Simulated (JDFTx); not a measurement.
Al(110) slab cut from bulk Al (space group Fm-3m, indices of the conventional cell, lattice of the Materials Project entry mp-134, not re-optimised): 5 atoms in 5 planes, a (1×1) cell of 11.54 Å² (|a| = 4.039, |b| = 2.856 Å), 5.6 Å between the outermost planes, cell height 24.7 Å, 6×8×1 k mesh, Fermi smearing 0.01 Ha, no spin polarisation.

Adsorbate: C on both faces at 1.00 monolayer, started bridge and relaxed in vacuum, keeping the symmetry of the start.

Level of theory: RPBE, GBRV ultrasoft potentials made for PBE, plane waves to 20/100 Ha; code: a modified build of JDFTx. The adsorption energy per C is [E(slab + 2 C) − E(slab)]/2 − (E(CH4) − 2 E(H2)), with the gas molecules relaxed at the same level and slab energies taken as (E + F)/2, the usual estimate of zero smearing. In reaction energies these potentials put H₂ about 0.03 eV too high against large-basis PBE. These are electronic energies without vibrational corrections. Reconstruction of the substrate beyond this cell is outside the model.

### Question
Predict the adsorption energy and the geometry, and the change of the work function.

### Answer
3.11 eV. C has sunk 0.06 Å below the highest substrate atom, bound to 4 Al at 2.02 Å. The work function goes from 3.98 to 3.97 eV. In linear PCM (GLSSA13), water, 1 M KF, at zero charge, the adsorption energy is 3.07 eV and the potential of zero charge moves from -0.76 to -0.97 V vs SHE (4.44 V convention).
